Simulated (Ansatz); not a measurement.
Te$_{2}$Mo in space group P6_3/mmc (No. 194; Mo on 2c, Te on 4f), the program Ansatz at the r²SCAN+D4 level (PAW), all energies at zero smearing, with the estimated change up to a 700 eV cutoff added, with one set of potentials and settings (totals compare only within such a set). Cell of 6 atoms (2 Mo, 4 Te): -37917.379 eV.

```json
[
 {"element": "Mo", "reference phase": "Im-3m, 1 atoms in the cell", "E (eV/atom)": "-4967.7974"},
 {"element": "Te", "reference phase": "P3_121, 3 atoms in the cell", "E (eV/atom)": "-6994.9777"}
]
```

Formation energy per atom, worked out: (-37917.379 − 2×(-4967.7974) − 4×(-6994.9777))/6 = -0.312 eV/atom (-30 kJ per mol of atoms), at 0 K, without zero-point energy or fitted corrections.

The cell was relaxed with r²SCAN+D4 under the symmetry of its start; of distortions, only those at the zone centre were tested. No spin polarisation was allowed. The references are the lowest solids computed at this level, not always the standard phases. Scalar-relativistic: spin–orbit coupling is off unless named, which matters more the heavier the elements.

Potentials: the later of the program's two PAW sets.
